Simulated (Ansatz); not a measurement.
Relaxed-ion elastic tensor of WSe₂ in space group P6_3/mmc (No. 194; W on 2c, Se on 4f) in GPa (Voigt order), plane-wave PAW r²SCAN+D4 (Ansatz code); density 9.08 g/cm³, 20.82 Å³ per atom.

```
 200  41.6   9.3   0.0   0.0   0.0
41.6   200   9.3   0.0   0.0   0.0
 9.3   9.3  43.1   0.0   0.0   0.0
 0.0   0.0   0.0  14.3   0.0   0.0
 0.0   0.0   0.0   0.0  14.3   0.0
 0.0   0.0   0.0   0.0   0.0  79.2
```

### Question
Is the crystal mechanically stable?

### Answer
Yes: the smallest eigenvalue of C is 14.3 GPa.

### Question
Work out the Voigt, Reuss and Hill averages.

### Answer
K_V = 62.6, K_R = 35.3, K_H = 49.0; G_V = 47.1, G_R = 24.8, G_H = 35.9 GPa.

### Question
Give Young's modulus, Poisson's ratio, Pugh's ratio and the universal anisotropy index.

### Answer
E = 9KG/(3K + G) = 86.6 GPa; ν = 0.21; K/G = 1.36 (brittle by the Pugh limit of 1.75); A_U = 5G_V/G_R + K_V/K_R − 6 = 5.29.

### Question
Estimate the sound speeds and the Debye temperature.

### Answer
v_l = √((K + 4G/3)/ρ) = 3270 m/s, v_t = √(G/ρ) = 1990 m/s, mean 2200 m/s; Θ = (h/k)(3n/4πV)^(1/3) v_m = 238 K.

### Question
Solve the Christoffel equation for the three sound speeds along x, y, z.

### Answer
Eigenvalues of C_ijkl n_j n_l equal ρv². In km/s, slowest first: x 1.25, 2.95, 4.69; y 1.25, 2.95, 4.69; z 1.25, 1.25, 2.18.

### Question
How much does each axis shrink under pressure?

### Answer
Linear compressibilities β_i = Σ_j S_ij (j = 1 to 3): x 3.3, y 3.3, z 22 per TPa.

The cell was relaxed with r²SCAN+D4 under the symmetry of its start; of distortions, only those at the zone centre were tested. No spin polarisation was allowed. Spin–orbit coupling is left out wherever it is not named.

Potentials: the later of the program's two PAW sets.
